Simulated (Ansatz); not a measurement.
The elements of this relaxed trial crystal are hidden behind letters.

```
lattice vectors (Å)
   0.0000    5.3253    5.9179
   2.6332    0.0000    5.9179
   2.6332    5.3253    0.0000
fractional positions
X 0.8555 0.1445 0.8555
X 0.1445 0.8555 0.1445
X 0.2088 0.5015 0.4985
X 0.5015 0.2088 0.7912
X 0.7912 0.4985 0.5015
X 0.4985 0.7912 0.2088
Z 0.2500 0.2500 0.2500
Z 0.7500 0.7500 0.7500
Z 0.2370 0.7630 0.7630
Z 0.7630 0.2370 0.2370
```

Method: Ansatz 0.2.0, DFT PBE, scalar-relativistic, plane waves, PAW. Settings of the last relaxation (10-atom cell): 420 eV, 8×8×8 k points, Gaussian smearing of 0.10 eV, no spin polarisation.

* Space group: Fmmm (No. 69)
* Conventional cell: a = 5.266 Å, b = 10.651 Å, c = 11.836 Å
* Volume per atom: 16.60 Å³
* Density: 5.14 g/cm³
* Energy over the elements: −0.08 eV/atom
* Gap on the 8×8×8 mesh of the 10-atom cell: 0 eV (a metal)

Energies are uncorrected and count from the elements' standard states at the same level.

Question: X is a p-block element of period 4 and Z is a p-block element of period 2. Which elements are they?

Answer: X = As, Z = O, so the formula is As3O2. Density times volume gives a mean mass of 5.14 × 16.60/1.6605 = 51.4 u per atom, and this set has 51.4 u. As on a site of symmetry m2m has 2 O at 1.98 Å; As on a site of symmetry m has 2 O at 2.12 Å; around O on a site of symmetry 222 lie 4 As at 2.12 Å and 2 O at 2.63 Å; 1 more site not described. Other sets within the hints have nearly the same mass, so mass alone doesn't settle it; this one was computed.

Symmetry constrained the relaxation, so the result can be a saddle point. Another cell of As3O2 relaxed alike, in R32, lies 76 meV/atom lower, so this cell isn't the stable form at this level.
